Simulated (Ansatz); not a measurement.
Equation of state of tellurium, diamond

Theory: Ansatz 0.2.0, DFT, BLYP, plane waves (420 eV) with PAW, scalar-relativistic. The PAW files were generated under PBE, with cores re-solved for the functional.

The cell is scaled uniformly from the relaxed one, with fractional coordinates and shape fixed. Energies are extrapolated to zero smearing, pressures are those at the given smearing. Magnetic state: spin not included.

| V (Å³/atom) | E − E₀ (meV/atom) | P (GPa) |
| --- | --- | --- |
| 44.120 | 62.9 | 3.75 |
| 46.125 | 26.0 | 2.24 |
| 48.131 | 6.1 | 1.02 |
| 50.136 | 0.0 | 0.04 |
| 52.141 | 4.9 | -0.75 |
| 54.147 | 18.8 | -1.38 |
| 56.152 | 39.7 | -1.88 |

Problem. Fit a third-order Birch-Murnaghan equation.

Solution. V₀ = 50.17 Å³/atom, B₀ = 22 GPa, B₀′ = 4.4.
